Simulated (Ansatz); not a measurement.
Input, command and steps of an Ansatz relaxation.

```yaml
crystal:
  lattice:
    - [4.6391931985, 0.0, 0.0]
    - [0.0, 7.9773494913, 0.0]
    - [0.0, 0.0, 8.4315928774]
  atoms:
    - { symbol: Si, position: [0.1428638722, 0.0629215329, 0.1593281628] }
    - { symbol: Si, position: [0.1428638722, 0.4370784671, 0.6593281628] }
    - { symbol: Si, position: [0.6428638722, 0.5629215329, 0.8406718372] }
    - { symbol: Si, position: [0.3571361278, 0.4370784671, 0.1593281628] }
    - { symbol: Si, position: [0.8571361278, 0.5629215329, 0.3406718372] }
    - { symbol: Si, position: [0.8571361278, 0.9370784671, 0.8406718372] }
    - { symbol: Si, position: [0.6428638722, 0.9370784671, 0.3406718372] }
    - { symbol: Si, position: [0.3571361278, 0.0629215329, 0.6593281628] }
    - { symbol: O, position: [0.5901253333, 0.0554953569, 0.7989284031] }
    - { symbol: O, position: [0.5901253333, 0.4445046431, 0.2989284031] }
    - { symbol: O, position: [0.4098746667, 0.5554953569, 0.7010715969] }
    - { symbol: O, position: [0.25, 0.25, 0.6395423651] }
    - { symbol: O, position: [0.0901253333, 0.5554953569, 0.2010715969] }
    - { symbol: O, position: [0.4098746667, 0.9445046431, 0.2010715969] }
    - { symbol: O, position: [0.9098746667, 0.0554953569, 0.2989284031] }
    - { symbol: O, position: [0.0, 0.5, 0.5] }
    - { symbol: O, position: [0.75, 0.75, 0.3604576349] }
    - { symbol: O, position: [0.75, 0.75, 0.8604576349] }
    - { symbol: O, position: [0.9098746667, 0.4445046431, 0.7989284031] }
    - { symbol: O, position: [0.5, 0.5, 0.0] }
    - { symbol: O, position: [0.25, 0.25, 0.1395423651] }
    - { symbol: O, position: [0.0901253333, 0.9445046431, 0.7010715969] }
    - { symbol: O, position: [0.0, 0.0, 0.0] }
    - { symbol: O, position: [0.5, 0.0, 0.5] }
basis:
  ecutwfc: 420
kpoints:
  mp_grid: { grid: [6, 4, 4] }
hamiltonian:
  xc: lda
scf:
  occupations: { method: gaussian, width: 0.02 }
output:
  forces: true
  stress: true
  eigenvalues: true
relax:
  adjacent_minimum: "off"
  f_tol: 0.01
  max_steps: 30
  cell: { stress_tol: 0.1, fix: [volume] }
```

```bash
ansatz run input.yaml --threads 4 --pin off --max-ram 10240MiB --backend cpu --events-out ev --progress --plain --runs-dir out
```

Computed with DFT LDA, scalar-relativistic, plane waves, PAW in Ansatz 0.2.0.

The volume is held at 0.97 times that of the relaxed cell.

Of 10 frames 7 are shown, positions in Å and forces in eV/Å; the SCF threshold varies from step to step. Steps run on the plane waves of an earlier cell, with a Pulay correction in the pressure. The basis is chosen afresh for the last frame, the zero of the energies, and at times for earlier ones too; energy and pressure can step there, also at an unchanged geometry. Where two frames share a geometry here, they differ by under 2 meV/atom and 0.3 GPa. The mark taken_back stands on steps that the optimiser undid.

```xyz
24
Lattice="4.6392 0.0000 0.0000 0.0000 7.9773 0.0000 0.0000 0.0000 8.4316" Properties=species:S:1:pos:R:3:forces:R:3 pbc="T T T" step=1 free_energy_over_end_meV_per_atom=4.34 pressure_GPa=6.07
Si    0.6628    0.5019    1.3434    0.0137   -0.0107    0.0127
Si    0.6628    3.4867    5.5592    0.0137    0.0107    0.0127
Si    2.9824    4.4906    7.0882    0.0137   -0.0107   -0.0127
Si    1.6568    3.4867    1.3434   -0.0137    0.0107    0.0127
Si    3.9764    4.4906    2.8724   -0.0137   -0.0107   -0.0127
Si    3.9764    7.4754    7.0882   -0.0137    0.0107   -0.0127
Si    2.9824    7.4754    2.8724    0.0137    0.0107   -0.0127
Si    1.6568    0.5019    5.5592   -0.0137   -0.0107    0.0127
O     2.7377    0.4427    6.7362   -0.0650    0.3177    0.2868
O     2.7377    3.5460    2.5204   -0.0650   -0.3177    0.2868
O     1.9015    4.4314    5.9112    0.0650    0.3177   -0.2868
O     1.1598    1.9943    5.3924    0.0000    0.0000   -0.1268
O     0.4181    4.4314    1.6954   -0.0650    0.3177   -0.2868
O     1.9015    7.5346    1.6954    0.0650   -0.3177   -0.2868
O     4.2211    0.4427    2.5204    0.0650    0.3177    0.2868
O     0.0000    3.9887    4.2158    0.0000    0.0000    0.0000
O     3.4794    5.9830    3.0392    0.0000    0.0000    0.1268
O     3.4794    5.9830    7.2550    0.0000    0.0000    0.1268
O     4.2211    3.5460    6.7362    0.0650   -0.3177    0.2868
O     2.3196    3.9887    0.0000    0.0000    0.0000    0.0000
O     1.1598    1.9943    1.1766    0.0000    0.0000   -0.1268
O     0.4181    7.5346    5.9112   -0.0650   -0.3177   -0.2868
O     0.0000    0.0000    0.0000    0.0000    0.0000    0.0000
O     2.3196    0.0000    4.2158    0.0000    0.0000    0.0000
24
Lattice="4.6424 0.0000 0.0000 0.0000 7.9829 0.0000 0.0000 0.0000 8.4198" Properties=species:S:1:pos:R:3:forces:R:3 pbc="T T T" step=2 free_energy_over_end_meV_per_atom=3.17 pressure_GPa=5.52
Si    0.6689    0.5010    1.3416    0.0145   -0.0155    0.0268
Si    0.6689    3.4904    5.5515    0.0145    0.0155    0.0268
Si    2.9901    4.4925    7.0782    0.0145   -0.0155   -0.0268
Si    1.6523    3.4904    1.3416   -0.0145    0.0155    0.0268
Si    3.9735    4.4925    2.8683   -0.0145   -0.0155   -0.0268
Si    3.9735    7.4819    7.0782   -0.0145    0.0155   -0.0268
Si    2.9901    7.4819    2.8683    0.0145    0.0155   -0.0268
Si    1.6523    0.5010    5.5515   -0.0145   -0.0155    0.0268
O     2.7314    0.4463    6.7338   -0.0437    0.2324    0.2482
O     2.7314    3.5452    2.5239   -0.0437   -0.2324    0.2482
O     1.9111    4.4378    5.8959    0.0437    0.2324   -0.2482
O     1.1606    1.9957    5.3814    0.0000    0.0000   -0.1105
O     0.4102    4.4378    1.6860   -0.0437    0.2324   -0.2482
O     1.9111    7.5366    1.6860    0.0437   -0.2324   -0.2482
O     4.2323    0.4463    2.5239    0.0437    0.2324    0.2482
O     0.0000    3.9915    4.2099    0.0000    0.0000    0.0000
O     3.4818    5.9872    3.0384    0.0000    0.0000    0.1105
O     3.4818    5.9872    7.2483    0.0000    0.0000    0.1105
O     4.2323    3.5452    6.7338    0.0437   -0.2324    0.2482
O     2.3212    3.9915    0.0000    0.0000    0.0000    0.0000
O     1.1606    1.9957    1.1715    0.0000    0.0000   -0.1105
O     0.4102    7.5366    5.8959   -0.0437   -0.2324   -0.2482
O     0.0000    0.0000    0.0000    0.0000    0.0000    0.0000
O     2.3212    0.0000    4.2099    0.0000    0.0000    0.0000
24
Lattice="4.6494 0.0000 0.0000 0.0000 8.0371 0.0000 0.0000 0.0000 8.3504" Properties=species:S:1:pos:R:3:forces:R:3 pbc="T T T" step=4 free_energy_over_end_meV_per_atom=1.76 pressure_GPa=2.39 taken_back
Si    0.7030    0.5039    1.3279    0.1671   -0.2854    0.1401
Si    0.7030    3.5147    5.5031    0.1671    0.2854    0.1401
Si    3.0278    4.5225    7.0225    0.1671   -0.2854   -0.1401
Si    1.6217    3.5147    1.3279   -0.1671    0.2854    0.1401
Si    3.9464    4.5225    2.8473   -0.1671   -0.2854   -0.1401
Si    3.9464    7.5332    7.0225   -0.1671    0.2854   -0.1401
Si    3.0278    7.5332    2.8473    0.1671    0.2854   -0.1401
Si    1.6217    0.5039    5.5031   -0.1671   -0.2854    0.1401
O     2.6783    0.4609    6.7216    0.2484   -0.3170    0.0902
O     2.6783    3.5577    2.5463    0.2484    0.3170    0.0902
O     1.9711    4.4795    5.8041   -0.2484   -0.3170   -0.0902
O     1.1624    2.0093    5.3151    0.0000    0.0000   -0.0523
O     0.3536    4.4795    1.6289    0.2484   -0.3170   -0.0902
O     1.9711    7.5762    1.6289   -0.2484    0.3170   -0.0902
O     4.2958    0.4609    2.5463   -0.2484   -0.3170    0.0902
O     0.0000    4.0186    4.1752    0.0000    0.0000    0.0000
O     3.4871    6.0278    3.0354    0.0000    0.0000    0.0523
O     3.4871    6.0278    7.2106    0.0000    0.0000    0.0523
O     4.2958    3.5577    6.7216   -0.2484    0.3170    0.0902
O     2.3247    4.0186    0.0000    0.0000    0.0000    0.0000
O     1.1624    2.0093    1.1399    0.0000    0.0000   -0.0523
O     0.3536    7.5762    5.8041    0.2484    0.3170   -0.0902
O     0.0000    0.0000    0.0000    0.0000    0.0000    0.0000
O     2.3247    0.0000    4.1752    0.0000    0.0000    0.0000
24
Lattice="4.6389 0.0000 0.0000 0.0000 8.0403 0.0000 0.0000 0.0000 8.3661" Properties=species:S:1:pos:R:3:forces:R:3 pbc="T T T" step=5 free_energy_over_end_meV_per_atom=0.71 pressure_GPa=3.01
Si    0.6968    0.5018    1.3332   -0.0430    0.0286    0.0011
Si    0.6968    3.5183    5.5163   -0.0430   -0.0286    0.0011
Si    3.0163    4.5219    7.0329   -0.0430    0.0286   -0.0011
Si    1.6226    3.5183    1.3332    0.0430   -0.0286    0.0011
Si    3.9421    4.5219    2.8498    0.0430    0.0286   -0.0011
Si    3.9421    7.5385    7.0329    0.0430   -0.0286   -0.0011
Si    3.0163    7.5385    2.8498   -0.0430   -0.0286   -0.0011
Si    1.6226    0.5018    5.5163    0.0430    0.0286    0.0011
O     2.6835    0.4532    6.7310   -0.0400   -0.0576   -0.0027
O     2.6835    3.5669    2.5479   -0.0400    0.0576   -0.0027
O     1.9554    4.4733    5.8182    0.0400   -0.0576    0.0027
O     1.1597    2.0101    5.3321    0.0000    0.0000   -0.0175
O     0.3640    4.4733    1.6351   -0.0400   -0.0576    0.0027
O     1.9554    7.5871    1.6351    0.0400    0.0576    0.0027
O     4.2749    0.4532    2.5479    0.0400   -0.0576   -0.0027
O     0.0000    4.0201    4.1831    0.0000    0.0000    0.0000
O     3.4792    6.0302    3.0341    0.0000    0.0000    0.0175
O     3.4792    6.0302    7.2171    0.0000    0.0000    0.0175
O     4.2749    3.5669    6.7310    0.0400    0.0576   -0.0027
O     2.3195    4.0201    0.0000    0.0000    0.0000    0.0000
O     1.1597    2.0101    1.1490    0.0000    0.0000   -0.0175
O     0.3640    7.5871    5.8182   -0.0400    0.0576    0.0027
O     0.0000    0.0000    0.0000    0.0000    0.0000    0.0000
O     2.3195    0.0000    4.1831    0.0000    0.0000    0.0000
24
Lattice="4.6376 0.0000 0.0000 0.0000 8.0879 0.0000 0.0000 0.0000 8.3191" Properties=species:S:1:pos:R:3:forces:R:3 pbc="T T T" step=6 free_energy_over_end_meV_per_atom=0.20 pressure_GPa=2.63
Si    0.7176    0.5066    1.3219    0.0071    0.0117   -0.0074
Si    0.7176    3.5374    5.4815    0.0071   -0.0117   -0.0074
Si    3.0364    4.5505    6.9972    0.0071    0.0117    0.0074
Si    1.6012    3.5374    1.3219   -0.0071   -0.0117   -0.0074
Si    3.9200    4.5505    2.8377   -0.0071    0.0117    0.0074
Si    3.9200    7.5813    6.9972   -0.0071   -0.0117    0.0074
Si    3.0364    7.5813    2.8377    0.0071   -0.0117    0.0074
Si    1.6012    0.5066    5.4815   -0.0071    0.0117   -0.0074
O     2.6350    0.4217    6.7175   -0.0008    0.0009    0.0053
O     2.6350    3.6222    2.5579   -0.0008   -0.0009    0.0053
O     2.0027    4.4657    5.7612    0.0008    0.0009   -0.0053
O     1.1594    2.0220    5.2926    0.0000    0.0000    0.0093
O     0.3161    4.4657    1.6016   -0.0008    0.0009   -0.0053
O     2.0027    7.6662    1.6016    0.0008   -0.0009   -0.0053
O     4.3215    0.4217    2.5579    0.0008    0.0009    0.0053
O     0.0000    4.0440    4.1596    0.0000    0.0000    0.0000
O     3.4782    6.0659    3.0265    0.0000    0.0000   -0.0093
O     3.4782    6.0659    7.1861    0.0000    0.0000   -0.0093
O     4.3215    3.6222    6.7175    0.0008   -0.0009    0.0053
O     2.3188    4.0440    0.0000    0.0000    0.0000    0.0000
O     1.1594    2.0220    1.1330    0.0000    0.0000    0.0093
O     0.3161    7.6662    5.7612   -0.0008   -0.0009   -0.0053
O     0.0000    0.0000    0.0000    0.0000    0.0000    0.0000
O     2.3188    0.0000    4.1596    0.0000    0.0000    0.0000
24
Lattice="4.6345 0.0000 0.0000 0.0000 8.0944 0.0000 0.0000 0.0000 8.3180" Properties=species:S:1:pos:R:3:forces:R:3 pbc="T T T" step=7 free_energy_over_end_meV_per_atom=0.19 pressure_GPa=2.57
Si    0.7193    0.5073    1.3210    0.0006    0.0004    0.0006
Si    0.7193    3.5399    5.4800    0.0006   -0.0004    0.0006
Si    3.0366    4.5546    6.9969    0.0006    0.0004   -0.0006
Si    1.5979    3.5399    1.3210   -0.0006   -0.0004    0.0006
Si    3.9152    4.5546    2.8380   -0.0006    0.0004   -0.0006
Si    3.9152    7.5871    6.9969   -0.0006   -0.0004   -0.0006
Si    3.0366    7.5871    2.8380    0.0006   -0.0004   -0.0006
Si    1.5979    0.5073    5.4800   -0.0006    0.0004    0.0006
O     2.6290    0.4199    6.7186    0.0002   -0.0008    0.0003
O     2.6290    3.6273    2.5596    0.0002    0.0008    0.0003
O     2.0056    4.4671    5.7583   -0.0002   -0.0008   -0.0003
O     1.1586    2.0236    5.2929    0.0000    0.0000   -0.0006
O     0.3117    4.4671    1.5993    0.0002   -0.0008   -0.0003
O     2.0056    7.6745    1.5993   -0.0002    0.0008   -0.0003
O     4.3229    0.4199    2.5596   -0.0002   -0.0008    0.0003
O     0.0000    4.0472    4.1590    0.0000    0.0000    0.0000
O     3.4759    6.0708    3.0251    0.0000    0.0000    0.0006
O     3.4759    6.0708    7.1841    0.0000    0.0000    0.0006
O     4.3229    3.6273    6.7186   -0.0002    0.0008    0.0003
O     2.3173    4.0472    0.0000    0.0000    0.0000    0.0000
O     1.1586    2.0236    1.1339    0.0000    0.0000   -0.0006
O     0.3117    7.6745    5.7583    0.0002    0.0008   -0.0003
O     0.0000    0.0000    0.0000    0.0000    0.0000    0.0000
O     2.3173    0.0000    4.1590    0.0000    0.0000    0.0000
24
Lattice="4.6352 0.0000 0.0000 0.0000 8.1094 0.0000 0.0000 0.0000 8.3014" Properties=species:S:1:pos:R:3:forces:R:3 pbc="T T T" step=10 free_energy_over_end_meV_per_atom=0.00 pressure_GPa=2.46
Si    0.7237    0.5091    1.3183    0.0001    0.0004    0.0003
Si    0.7237    3.5456    5.4690    0.0001   -0.0004    0.0003
Si    3.0413    4.5638    6.9831    0.0001    0.0004   -0.0003
Si    1.5939    3.5456    1.3183   -0.0001   -0.0004    0.0003
Si    3.9115    4.5638    2.8324   -0.0001    0.0004   -0.0003
Si    3.9115    7.6003    6.9831   -0.0001   -0.0004   -0.0003
Si    3.0413    7.6003    2.8324    0.0001   -0.0004   -0.0003
Si    1.5939    0.5091    5.4690   -0.0001    0.0004    0.0003
O     2.6221    0.4156    6.7100   -0.0007   -0.0007    0.0003
O     2.6221    3.6391    2.5593   -0.0007    0.0007    0.0003
O     2.0131    4.4703    5.7421    0.0007   -0.0007   -0.0003
O     1.1588    2.0274    5.2832    0.0000    0.0000    0.0007
O     0.3045    4.4703    1.5914   -0.0007   -0.0007   -0.0003
O     2.0131    7.6938    1.5914    0.0007    0.0007   -0.0003
O     4.3307    0.4156    2.5593    0.0007   -0.0007    0.0003
O     0.0000    4.0547    4.1507    0.0000    0.0000    0.0000
O     3.4764    6.0821    3.0182    0.0000    0.0000   -0.0007
O     3.4764    6.0821    7.1689    0.0000    0.0000   -0.0007
O     4.3307    3.6391    6.7100    0.0007    0.0007    0.0003
O     2.3176    4.0547    0.0000    0.0000    0.0000    0.0000
O     1.1588    2.0274    1.1325    0.0000    0.0000    0.0007
O     0.3045    7.6938    5.7421   -0.0007    0.0007   -0.0003
O     0.0000    0.0000    0.0000    0.0000    0.0000    0.0000
O     2.3176    0.0000    4.1507    0.0000    0.0000    0.0000
```

The run took 3.8 min on 4 threads of Oxide Virtual Turin-like Processor (Zen 5) (shared host), peak memory 1.4 GiB.